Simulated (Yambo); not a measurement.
A G0W0@LDA run in Yambo for SrTiO3 (space group I4/mcm, No. 140) (4×4×4 Γ-centred k mesh, bands 3 to 148 and a 6 Ry block in the screening, 148 bands in G with the Bruneval-Gonze terminator, plasmon pole fitted at 27.2 eV) gives these matrix elements, in eV, at the band edges (Γ → Γ):

| state | E0 | <Vxc> | <Σx> | <Σc(E0)> | Z |
|---|---|---|---|---|---|
| valence edge | 0.000 | -19.902 | -25.054 | 4.802 | 0.769 |
| conduction edge | 1.815 | -18.884 | -11.540 | -5.491 | 0.781 |

Problem. Solve the linearised quasiparticle equation for both states, give the gap, and say how exchange and correlation each act on it.

Solution. E = E0 + Z(Σx + Σc − Vxc). Valence: 0.000 + 0.769 × (-25.054 + (4.802) − (-19.902)) = -0.27 eV. Conduction: 1.815 + 0.781 × (-11.540 + (-5.491) − (-18.884)) = 3.26 eV. The gap is 3.53 eV, against 1.82 eV in LDA. Replacing Vxc by bare exchange alone would open it by 12.50 eV; correlation takes back 10.29 eV of that, and Z scales what is left. Nearest settings tried, and what they do to the gap: 70 bands in W, 70 bands in G: +134 meV; 2 Ry block (59 vectors against 197): +451 meV. Not varied: mesh. So the settings aren't converged at that level. 

Geometry of the Materials Project entry, not relaxed at this level; primitive cell a = b = c = 5.534 Å, α = β = 120.03°, γ = 89.95°.

This is not the ordinary phase of the substance.
